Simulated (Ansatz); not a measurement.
YF3 (space group Pnma)

```
CELL_PARAMETERS angstrom
      6.33039     0.00000     0.00000
      0.00000     6.83929     0.00000
      0.00000     0.00000     4.36949
ATOMIC_POSITIONS crystal
  Y  0.63092 0.75000 0.93865
  Y  0.36908 0.25000 0.06135
  Y  0.86908 0.25000 0.43865
  Y  0.13092 0.75000 0.56135
  F  0.16507 0.43686 0.37802
  F  0.83493 0.56314 0.62198
  F  0.33493 0.56314 0.87802
  F  0.66507 0.43686 0.12198
  F  0.66507 0.06314 0.12198
  F  0.33493 0.93686 0.87802
  F  0.83493 0.93686 0.62198
  F  0.16507 0.06314 0.37802
  F  0.52307 0.25000 0.58944
  F  0.47693 0.75000 0.41056
  F  0.97693 0.75000 0.08944
  F  0.02307 0.25000 0.91056
```

This relaxed cell (volume V₀) is scaled evenly in all directions, its shape held. The atoms relax within the cell's symmetry.

Calculation: PBEsol (plane waves to 420 eV, PAW, scalar-relativistic; Ansatz, a first-principles code). k mesh 4×4×6 (Γ-centred), Fermi-Dirac smearing 0.05 eV. The energy includes the smearing's −TS. Stress and pressure are positive under compression. With the shape held, the modulus is that of even scaling; a crystal free to change shape is softer. YF3 is run without spin polarisation. YF3 was relaxed with its symmetry unable to fall. ΔE is measured from the relaxed starting cell.

```json
[
 {"V (Å³/atom)": "10.641", "ΔE (meV/atom)": "withheld"},
 {"V (Å³/atom)": "10.838", "ΔE (meV/atom)": "38.1"},
 {"V (Å³/atom)": "11.035", "ΔE (meV/atom)": "23.6"},
 {"V (Å³/atom)": "11.232", "ΔE (meV/atom)": "12.8"},
 {"V (Å³/atom)": "11.430", "ΔE (meV/atom)": "5.5"},
 {"V (Å³/atom)": "11.627", "ΔE (meV/atom)": "1.3"},
 {"V (Å³/atom)": "11.824", "ΔE (meV/atom)": "0.0"},
 {"V (Å³/atom)": "12.021", "ΔE (meV/atom)": "1.2"},
 {"V (Å³/atom)": "12.218", "ΔE (meV/atom)": "4.7"},
 {"V (Å³/atom)": "12.415", "ΔE (meV/atom)": "10.2"},
 {"V (Å³/atom)": "12.612", "ΔE (meV/atom)": "17.6"},
 {"V (Å³/atom)": "12.809", "ΔE (meV/atom)": "26.3"},
 {"V (Å³/atom)": "13.006", "ΔE (meV/atom)": "36.4"}
]
```

Question: Fit a third-order Birch-Murnaghan form (E₀, V₀, B₀, B₀′ free) to the given rows and predict ΔE at V = 10.641.

Answer: Least squares on the 12 given rows: ΔE = E₀ + (9V₀B₀/16)·y²·[2 + (B₀′ − 4)y], y = (V₀/V)^(2/3) − 1, with V₀ = 11.823 Å³/atom, B₀ = 122.3 GPa (160.2 GPa = 1 eV/Å³; the term in eV is multiplied by 1000), B₀′ = 5.74, E₀ = 0.06 meV/atom; root-mean-square residual 0.08 meV/atom. At 10.641 the fit gives 57.2 meV/atom; the calculation gives 56.9 meV/atom, so the extrapolation is off by 0.3 (+0.5 %). For the pressure the fit gives 17.4 GPa against the computed 17.0 GPa.

(A scan under strain: stresses follow from slopes of the energy per volume, elastic moduli from its curvatures.)
